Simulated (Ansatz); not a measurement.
## LaIn (Pm-3m): the size of the finite step

```yaml
crystal:
  lattice:
    - [3.95900, 0.00000, 0.00000]
    - [0.00000, 3.95900, 0.00000]
    - [0.00000, 0.00000, 3.95900]
  atoms:
    - { symbol: La, position: [0.50000, 0.50000, 0.50000] }
    - { symbol: In, position: [0.00000, 0.00000, 0.00000] }
```

Unless marked otherwise, the numbers come from r²SCAN, PAW on Ansatz 0.2.0's default frozen-core files (fitted under PBE), scalar-relativistic. k mesh 12×12×12, strains of ±0.008, Fermi-Dirac smearing of 0.100 eV, cutoff 500 eV. The cell was relaxed by PAW under this functional. This phase needn't be the one found at ambient conditions.

Problem. Elastic constants come from stresses at strains of ±0.008 (two-point stencil): C11 = 60.5, C12 = 45.5, C44 = 38.1 GPa. What does an amplitude of 0.0002 give?

Solution. C11 = 60.5, C12 = 45.4, C44 = 38.1 GPa. Nothing moves by 1 %. Steps under 0.001 aren't safe in general, since the basis can change from cell to cell and the noise grows as 1/δ.

Caveats: frozen-core PAW files fitted under PBE, their cores solved anew for the functional of the run; responses of metals move with mesh and smearing; the softest shear constant rests on one k mesh, and a soft shear can herald a distortion on cooling.
